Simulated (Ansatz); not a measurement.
WOTe (Janus 2H monolayer), 3 atoms and 36 valence electrons in a cell of about 267 Å³, was run 14 times in Ansatz 0.2.0, each time on 4 threads of Arm Neoverse V2, with other jobs on the host.

```
                       run   k mesh  irreducible k  cutoff (eV)  plane waves  bands  SCF iterations  wall time  peak host memory (GiB)
           relaxation, PBE  12×12×1             19          420         5275     22              87       37 s                    0.64
        relaxation, r2SCAN  12×12×1             19          500         6741     22              52       46 s                       1
                bands, PBE  12×12×1             19          420         5227     22               9      6.3 s                    0.58
      single point, r2SCAN  12×12×1             19          500         6741     22               9       11 s                    0.98
       single point, HSE06    6×6×1              7          420         5227     22              24       93 s                     3.2
     single point, PBE+SOC  12×12×1             19          420         5227     44              10       34 s                     1.4
        single point, PBE0    6×6×1              7          420         5227     22              25       95 s                     3.2
         single point, LDA  12×12×1             19          420         5227     22               9      5.2 s                    0.54
        relaxation, PBEsol  12×12×1             19          420         5083     22              55       22 s                    0.58
           relaxation, LDA  12×12×1             19          420         5011     22              69       27 s                    0.54
   single point, HSE06+SOC    6×6×1              7          420         5227     44              23    8.7 min                     4.1
         relaxation, HSE06    6×6×1              7          420         5107     22             121    4.5 min                     3.2
     single point, LC-ωPBE    6×6×1              7          420         5227     22              32       84 s                     3.5
single point, Hartree-Fock    6×6×1              7          420         5227     22              43    2.3 min                     3.2
```

The slowest run (single point, HSE06+SOC) took about 100 times as long as the quickest (single point, LDA).

Only the levels marked +SOC include spin-orbit coupling.
